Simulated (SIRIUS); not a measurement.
A self-consistent single point of YSi2 (C2/c, 6 atoms in the cell; from Materials Project mp-12769, changed as shown) with SIRIUS.

Computed with LDA (PW92), GBRV LDA ultrasoft pseudopotentials (plane waves; SIRIUS).

The change in words: lattice scaled by 1.02. Reference geometry (C2/c):
```
CELL_PARAMETERS angstrom
      2.77804    -2.77685     0.00000
      2.77804     2.77685     0.00000
     -2.67546     0.00000     7.23883
ATOMIC_POSITIONS crystal
  Y  0.62554 0.37446 0.75000
  Y  0.37446 0.62554 0.25000
  Si 0.04299 0.79141 0.58513
  Si 0.95701 0.20859 0.41487
  Si 0.20859 0.95701 0.91487
  Si 0.79141 0.04299 0.08513
```

Reference input (self-consistent single point, DFT, LDA (PW92), plane waves, GBRV LDA ultrasoft pseudopotentials): parameters.ngridk = 8 8 4; parameters.xc_functionals = [XC_LDA_X, XC_LDA_C_PW]; parameters.gk_cutoff = 6.325 1/bohr; parameters.pw_cutoff = 14.143 1/bohr; parameters.smearing = fermi_dirac; parameters.smearing_width = 0.00367493 Ha; potentials = GBRV LDA ultrasoft pseudopotentials; parameters.electronic_structure_method = pseudopotential; parameters.num_bands = 23; parameters.num_mag_dims = 0; parameters.num_dft_iter = 100; parameters.energy_tol = 1e-07 Ha. This run's input differs from it in these lines:

```diff
@@ -32,7 +32,7 @@
     "lattice_vectors": [
-      [0.7072585468, -0.706955077, 0.0],
-      [0.7072585468, 0.706955077, 0.0],
-      [-0.6811413034, 0.0, 1.8429255804]
+      [0.7072585089, -0.7069549992, 0.0],
+      [0.7072585089, 0.7069549992, 0.0],
+      [-0.6811411983, 0.0, 1.8429254754]
     ],
-    "lattice_vectors_scale": 7.422661,
+    "lattice_vectors_scale": 7.571115,
     "atom_coordinate_units": "lattice",
```

Output, abridged:

```
[find] density tolerance         : 1e-06
[find] total energy tolerance    : 1e-07
[find] iter_solver_tol (initial) : 0.01
[find] iter_solver_tol (target)  : 1e-13
[find] num_dft_iter              : 100
Charges and magnetic moments
--------------------------------------------------------------------------------
total charge          : 38.000000
[find] | SCF iteration   0 out of 100|
[diagonalize] iterative solver tolerance (occupied, empty): 0.01 0.01
[diagonalize] average number of iterations: 2
[find] Charges and magnetic moments
[find] total charge          : 38.000000
[find] Energy
[find] smearing (-TS)                 :      -0.00286850
   [... lines left out ...]

[find] Charges and magnetic moments
[find] total charge          : 38.000000
[find] Energy
[find] smearing (-TS)                 :      -0.00317956
[find] Total energy                   :    -112.21777675 (Ha),    -224.43555350 (Ry)
[find] Free energy (E-TS)             :    -112.22095631 (Ha),    -224.44191262 (Ry)
[find] band gap (eV)                  :       0.00000000
[find] Efermi                         :       0.38289814
[find] iteration : 28, RMS (target) : 5.2790e-07 (1.0000e-06) , energy difference (target) : -8.1707e-09 (1.0000e-07)
[find] bands are converged : false
[find] iterative solver converged : false
[find] converged after 29 SCF iterations!
[find] Charges and magnetic moments
[find] total charge          : 38.000000
[find] Energy
[find] smearing (-TS)                 :      -0.00317956
[find] Total energy                   :    -112.21777675 (Ha),    -224.43555350 (Ry)
[find] Free energy (E-TS)             :    -112.22095631 (Ha),    -224.44191262 (Ry)
[find] band gap (eV)                  :       0.00000000
[find] Efermi                         :       0.38289814
[ground_state] === stress tensor components [kbar] ===
[ground_state] === stress_total ===
[ground_state]    67.114085    0.000000    2.321057
[ground_state]     0.000000   66.786270    0.000000
[ground_state]     2.321057    0.000000   62.078196
[ground_state] ==== total Forces in Ha/bohr =====
[ground_state] atom:    0, force:      -0.0000000      0.0006518     -0.0000000
[ground_state] atom:    1, force:       0.0000000     -0.0006518      0.0000000
[ground_state] atom:    2, force:      -0.0003225     -0.0002518      0.0025291
[ground_state] atom:    3, force:       0.0003225      0.0002518     -0.0025291
[ground_state] atom:    4, force:       0.0003225     -0.0002518     -0.0025291
[ground_state] atom:    5, force:      -0.0003225      0.0002518      0.0025291
```

The run converged in 29 iterations. SIRIUS prints the stress tensor with tension positive. Against the reference run the free energy goes up by 30.3 meV/atom, the pressure goes from -1.85 to -6.53 GPa and the largest force goes from 0.145 to 0.132 eV/Å.

The structure comes from a collection of computed structures, made at another level of theory; the collection holds predicted forms beside known ones. Its lattice was then scaled.

Cost on one core: about 6 core-minutes (a rough figure).

The gap that the log prints is read on the run's mesh, which can miss the band edges or a crossing.
